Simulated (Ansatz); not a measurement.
Relaxed Ir (fcc, Cu type):

```xyz
4
Lattice="3.8305 0.0000 0.0000 0.0000 3.8305 0.0000 0.0000 0.0000 3.8305" Properties=species:S:1:pos:R:3 pbc="T T T"
Ir     0.0000     0.0000     0.0000
Ir     1.9152     1.9152     0.0000
Ir     1.9152     0.0000     1.9152
Ir     0.0000     1.9152     1.9152
```

In this cell atom 3 (Ir, nearest neighbour Ir at 2.709 Å; its periodic images, 3.8 Å or more away, move with it) is moved by s along Cartesian [110], unit vector (0.707, 0.707, 0.000); all other atoms and the cell stay fixed.

Method: PBEsol (plane waves to 420 eV, PAW, scalar-relativistic; Ansatz, an electronic-structure program). k mesh 10×10×10 (Γ-centred), Fermi-Dirac smearing 0.05 eV. Energies are smeared free energies. Left out: 4 of 11 points, with atoms too close for the PAW data. With partly filled bands, energies and forces of such displacements shift with the k mesh and the smearing. Ir is run without spin polarisation. Ir was relaxed with its symmetry unable to fall. Spin-orbit coupling is left out, though Ir is heavy. ΔE is measured from the undisplaced structure.

Successive frames, forces in eV/Å:

```
frame         ΔE (eV/cell)                 F on Ir1                 F on Ir2                 F on Ir3                 F on Ir4
------------  ------------  -----------------------  -----------------------  -----------------------  -----------------------
s = 0.162 Å          0.198    (0.796, 0.106, 0.000)    (0.106, 0.796, 0.000)  (-1.785, -1.785, 0.000)    (0.884, 0.884, 0.000)
s = 0.000 Å          0.000    (0.000, 0.000, 0.000)    (0.000, 0.000, 0.000)    (0.000, 0.000, 0.000)    (0.000, 0.000, 0.000)
s = -0.162 Å         0.198  (-0.796, -0.106, 0.000)  (-0.106, -0.796, 0.000)    (1.785, 1.785, 0.000)  (-0.884, -0.884, 0.000)
```

Question: What are the energy and the forces in the next frame, s = -0.324 Å?

Answer: ΔE (eV/cell) = 0.872.

```csv
atom,Fx,Fy,Fz
Ir1,-1.619,-0.243,0.000
Ir2,-0.243,-1.619,0.000
Ir3,4.259,4.259,0.000
Ir4,-2.397,-2.397,0.000
```

(For displaced atoms, the force is minus the slope of the energy, and its curvature is a force constant, which sets phonon frequencies.)
